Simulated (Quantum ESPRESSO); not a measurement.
# Ga2Mg3InWZr: input and log of a self-consistent run

Computed values, not a measurement. The program is pw.x of Quantum ESPRESSO 7.5 (plane-wave density functional theory). The cell is made up: eight metal atoms on a face-centred cubic lattice, with elements, volume, strain and displacements drawn at random and not relaxed, so it may be unstable or far from any real phase. PseudoDojo standard norm-conserving files set the functional (PBE unless stated); there is no spin polarisation or spin-orbit coupling, the Fermi-Dirac width of 0.25 eV means electrons at about 2900 K, and the masses in the input are unused placeholders. Heavy elements are run without spin-orbit coupling, which real alloys of them have. A spin test at this wide smearing found no moment, but such smearing suppresses magnetism that the real alloy may have.

Input:

```
&control calculation='scf', pseudo_dir='./dojo.nc.sr.pbe.v0_5.standard.upf', outdir='./o', disk_io='medium', tprnfor=.true., tstress=.true. /
&system ibrav=0, nat=8, ntyp=5, nbnd=58, ecutwfc=84.00895049, nosym=.true., tot_charge=0,
 occupations='smearing', smearing='fd', degauss=0.0183746611
/
&electrons conv_thr=1.470e-08, electron_maxstep=70, mixing_beta=0.5 /
ATOMIC_SPECIES
Ga 1.0 Ga.upf
In 1.0 In.upf
Mg 1.0 Mg.upf
W 1.0 W.upf
Zr 1.0 Zr.upf
CELL_PARAMETERS angstrom
2.2585 4.4789 2.2619
2.2358 -4.5079 2.3427
2.1169 0.0662 -6.7766
ATOMIC_POSITIONS angstrom
Ga 0.0503 0.0354 0.0321
Ga 2.0996 -2.3382 0.0261
Mg 2.2808 0.1042 -2.3078
Mg 4.331 -2.2165 -2.0331
In 2.0835 -0.0041 2.2814
W 2.272 2.1961 0.1357
Zr 4.513 0.0277 0.0676
Mg 4.4249 2.3447 -2.1239
K_POINTS automatic
5 5 4 1 1 1
```

The log is shortened where brackets say so; the opening notice, blank lines, dates and the lines on written files are dropped, and the path of the files is cut. It prints rydbergs, bohrs and kilobars, and counts compression as positive stress. Its total energy is the free energy E - TS of the whole cell.

```
     Program PWSCF v.7.5
     Parallel version (MPI & OpenMP), running on       1 processor cores
     Number of MPI processes:                 1
     Threads/MPI process:                     1
     [start-up lines left out]
     bravais-lattice index     =            0
     lattice parameter (alat)  =      10.3982  a.u.
     unit-cell volume          =    1218.9848 (a.u.)^3
     number of atoms/cell      =            8
     number of atomic types    =            5
     number of electrons       =        95.00
     number of Kohn-Sham states=           58
     kinetic-energy cutoff     =      84.0090  Ry
     charge density cutoff     =     336.0358  Ry
     scf convergence threshold =      1.5E-08
     mixing beta               =       0.5000
     number of iterations used =            8  plain     mixing
     Exchange-correlation= PBE
                           (   1   4   3   4   0   0   0)
     [axes and pseudopotential details left out]
   Cartesian axes
     site n.     atom                  positions (alat units)
         1        Ga     tau(   1) = (   0.0091413   0.0064334   0.0058337  )
         2        Ga     tau(   2) = (   0.3815717  -0.4249338   0.0047433  )
         3        Mg     tau(   3) = (   0.4145021   0.0189368  -0.4194090  )
         4        Mg     tau(   4) = (   0.7870961  -0.4028166  -0.3694863  )
         5        In     tau(   5) = (   0.3786457  -0.0007451   0.4146112  )
         6        W      tau(   6) = (   0.4129029   0.3991091   0.0246615  )
         7        Zr     tau(   7) = (   0.8201719   0.0050341   0.0122853  )
         8        Mg     tau(   8) = (   0.8041610   0.4261150  -0.3859879  )
     number of k points=    50  Fermi-Dirac smearing, width (Ry)=  0.0184
                       cart. coord. in units 2pi/alat
        k(    1) = (   0.2642764  -0.0008379  -0.0189508), wk =   0.0400000
        k(    2) = (   0.4218347  -0.0026187  -0.1727460), wk =   0.0400000
     [further k points left out]
     Dense  grid:   126811 G-vectors     FFT dimensions: (  64,  64,  80)
     Estimated max dynamical RAM per process >     210.19 MB
     Initial potential from superposition of free atoms
     starting charge      94.9855, renormalised to      95.0000
     Starting wfcs are   62 randomized atomic wfcs
     total cpu time spent up to now is       37.0 secs
     per-process dynamical memory:   118.8 Mb
     Self-consistent Calculation
     iteration #  1     ecut=    84.01 Ry     beta= 0.50
     Davidson diagonalization with overlap
     ethr =  1.00E-02,  avg # of iterations =  4.4
     Threshold (ethr) on eigenvalues was too large:
     Diagonalizing with lowered threshold
     Davidson diagonalization with overlap
     ethr =  3.17E-04,  avg # of iterations =  5.8
     total cpu time spent up to now is      212.3 secs
     total energy              =   -1047.85915843 Ry
     estimated scf accuracy    <       0.28030410 Ry
     iteration #  2     ecut=    84.01 Ry     beta= 0.50
     Davidson diagonalization with overlap
     ethr =  2.95E-04,  avg # of iterations =  4.5
     total cpu time spent up to now is      306.1 secs
     total energy              =   -1047.84637854 Ry
     estimated scf accuracy    <       0.78298715 Ry
     iteration #  3     ecut=    84.01 Ry     beta= 0.50
     Davidson diagonalization with overlap
     ethr =  2.95E-04,  avg # of iterations =  2.8
     total cpu time spent up to now is      385.3 secs
     total energy              =   -1047.93024174 Ry
     estimated scf accuracy    <       0.17915521 Ry
     iteration #  4     ecut=    84.01 Ry     beta= 0.50
     Davidson diagonalization with overlap
     ethr =  1.89E-04,  avg # of iterations =  2.3
     total cpu time spent up to now is      457.0 secs
     total energy              =   -1047.94774763 Ry
     estimated scf accuracy    <       0.20764994 Ry
     iteration #  5     ecut=    84.01 Ry     beta= 0.50
     Davidson diagonalization with overlap
     ethr =  1.89E-04,  avg # of iterations =  1.0
     total cpu time spent up to now is      546.0 secs
     total energy              =   -1047.96124055 Ry
     estimated scf accuracy    <       0.00220598 Ry
     iteration #  6     ecut=    84.01 Ry     beta= 0.50
     Davidson diagonalization with overlap
     ethr =  2.32E-06,  avg # of iterations =  7.9
     total cpu time spent up to now is      680.1 secs
     total energy              =   -1047.96180584 Ry
     estimated scf accuracy    <       0.00024731 Ry
     iteration #  7     ecut=    84.01 Ry     beta= 0.50
     Davidson diagonalization with overlap
     ethr =  2.60E-07,  avg # of iterations =  2.3
     total cpu time spent up to now is      770.8 secs
     total energy              =   -1047.96183525 Ry
     estimated scf accuracy    <       0.00007485 Ry
     iteration #  8     ecut=    84.01 Ry     beta= 0.50
     Davidson diagonalization with overlap
     ethr =  7.88E-08,  avg # of iterations =  2.0
     total cpu time spent up to now is      859.2 secs
     total energy              =   -1047.96184543 Ry
     estimated scf accuracy    <       0.00000999 Ry
     iteration #  9     ecut=    84.01 Ry     beta= 0.50
     Davidson diagonalization with overlap
     ethr =  1.05E-08,  avg # of iterations =  2.1
     total cpu time spent up to now is      947.7 secs
     total energy              =   -1047.96184670 Ry
     estimated scf accuracy    <       0.00000048 Ry
     iteration # 10     ecut=    84.01 Ry     beta= 0.50
     Davidson diagonalization with overlap
     ethr =  5.02E-10,  avg # of iterations =  4.9
     total cpu time spent up to now is     1056.0 secs
     total energy              =   -1047.96184681 Ry
     estimated scf accuracy    <       0.00000018 Ry
     iteration # 11     ecut=    84.01 Ry     beta= 0.50
     Davidson diagonalization with overlap
     ethr =  1.88E-10,  avg # of iterations =  2.4
     total cpu time spent up to now is     1143.7 secs
     End of self-consistent calculation
     [lines on levels left out]
!    total energy              =   -1047.96184684 Ry
     estimated scf accuracy    <          9.9E-09 Ry
     smearing contrib. (-TS)   =      -0.10184468 Ry
     internal energy E=F+TS    =   -1047.86000216 Ry
     The total energy is F=E-TS. E is the sum of the following terms:
     one-electron contribution =    -490.74117182 Ry
     hartree contribution      =     279.99035675 Ry
     xc contribution           =    -224.00655063 Ry
     ewald contribution        =    -613.10263647 Ry
     convergence has been achieved in  11 iterations
     Forces acting on atoms (cartesian axes, Ry/au):
     atom    1 type  1   force =     0.00269323    0.00000605   -0.01169731
     atom    2 type  1   force =     0.01287129    0.00632565   -0.01658210
     atom    3 type  3   force =    -0.03026262   -0.00129613    0.04202869
     atom    4 type  3   force =     0.01753219    0.01024611   -0.02205767
     atom    5 type  2   force =     0.03408149   -0.00466425   -0.01618903
     atom    6 type  4   force =     0.01885347   -0.00397016   -0.01065497
     atom    7 type  5   force =    -0.05141330    0.00823862    0.03149217
     atom    8 type  3   force =    -0.00435576   -0.01488590    0.00366023
     Total force =     0.100472     Total SCF correction =     0.000510
     Computing stress (Cartesian axis) and pressure
          total   stress  (Ry/bohr**3)                   (kbar)     P=      -71.04
  -0.00051554   0.00007796   0.00003848          -75.84       11.47        5.66
   0.00007796  -0.00044019   0.00007554           11.47      -64.75       11.11
   0.00003848   0.00007554  -0.00049295            5.66       11.11      -72.52
     init_run     :     35.09s CPU     36.70s WALL (       1 calls)
     electrons    :   1073.90s CPU   1106.74s WALL (       1 calls)
     forces       :      8.41s CPU      8.50s WALL (       1 calls)
     stress       :     32.32s CPU     32.57s WALL (       1 calls)
     [timing details left out]
     PWSCF        :  19m10.13s CPU  19m45.29s WALL
     JOB DONE.
```

In other units: free energy -14258.247 eV for the cell, pressure -7.10 GPa, largest force component 1.322 eV/Å in size. The run took 1186 s of wall time with one process on a shared machine (AMD EPYC, Zen 5, virtual cores), so the time is rough. A rerun of this cell at a higher cutoff and on a denser mesh moved values by no more than 0.006 eV in energy, 0.04 GPa in stress and 0.010 eV/Å in force, and a second program with other atomic files agreed on that cell to 2 % rms in force and 0.5 GPa in pressure.